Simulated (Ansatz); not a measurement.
## Phases of Sc at 32 GPa

Structure types of Sc are relaxed in primitive cells with their symmetry kept at 32 GPa, first on PAW files, then by LAPW. The enthalpy is E + pV at zero temperature, without zero-point motion. Only the types listed were tried, and differences under about 5 meV/atom are mesh noise. The real phase may be another.

All numbers are LDA results (scalar-relativistic) from Ansatz 0.2.0, with Fermi–Dirac smearing of 0.05 eV, no spin polarisation. Methods: LAPW: all electrons, basis error target 0.5 meV/atom; PAW: frozen-core files, cutoff 420 eV.

k meshes: fcc 16×16×16, bcc 17×17×17, hcp 15×15×8, beta tin 16×16×16, omega 8×8×11, sc 15×15×15.

The PAW files were made under PBE.

Problem. Which type is lowest in enthalpy, and by how much?

Solution. fcc, 4 meV/atom below omega, which is within the noise of the k meshes. The whole table:

```csv
start type,ends as,"a, b, c (Å)",V (Å³/atom),"H − H(lowest), LAPW (meV/atom)","same, PAW"
fcc,"fcc, Fm-3m","4.007, 4.007, 4.007",16.08,0.0,0.0
bcc,"bcc, Im-3m","3.188, 3.188, 3.188",16.20,127.8,127.6
hcp,"hcp, P6_3/mmc","2.894, 2.894, 4.489",16.28,6.2,5.9
beta tin,"beta tin, I4_1/amd","4.663, 4.663, 2.815",15.30,226.0,226.7
omega,"omega, P6/mmm","4.511, 4.511, 2.720",15.98,4.0,3.9
sc,"sc, Pm-3m","2.480, 2.480, 2.480",15.25,604.7,606.5
```
